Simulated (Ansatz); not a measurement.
NaF:
```yaml
crystal:
  lattice:
    - [0.00000, 2.31469, 2.31469]
    - [2.31469, 0.00000, 2.31469]
    - [2.31469, 2.31469, 0.00000]
  atoms:
    - { symbol: Na, position: [0.00000, 0.00000, 0.00000] }
    - { symbol: F, position: [0.50000, 0.50000, 0.50000] }
```

Relaxed with PBEsol. Special points in fractions of this cell's reciprocal vectors: Γ (0.000, 0.000, 0.000); X (0.500, 0.000, 0.500); U (0.625, 0.250, 0.625); K (0.375, 0.375, 0.750); L (0.500, 0.500, 0.500); W (0.500, 0.250, 0.750).

Q: List the band energies nearest the valence-band maximum at these points for PBEsol (plane waves, PAW; program Ansatz).

A: In eV from the valence-band maximum; about four levels below and three above (degenerate sets whole), none deeper than 8.9 eV; … stands for higher levels left out; points with the same levels are listed once.

```
k              below    above
-  -----------------  -------
Γ     0.00 0.00 0.00   6.20 …
X  -1.30 -0.41 -0.41  13.01 …
U  -1.08 -0.85 -0.37  12.67 …
L  -1.62 -0.26 -0.26  10.64 …
W  -0.89 -0.89 -0.58        …
```

Space group Fm-3m (rock salt). The PBEsol relaxation kept the symmetry of its start; of distortions, only those at the zone centre were tested.

Potentials: the later of the program's two PAW sets.
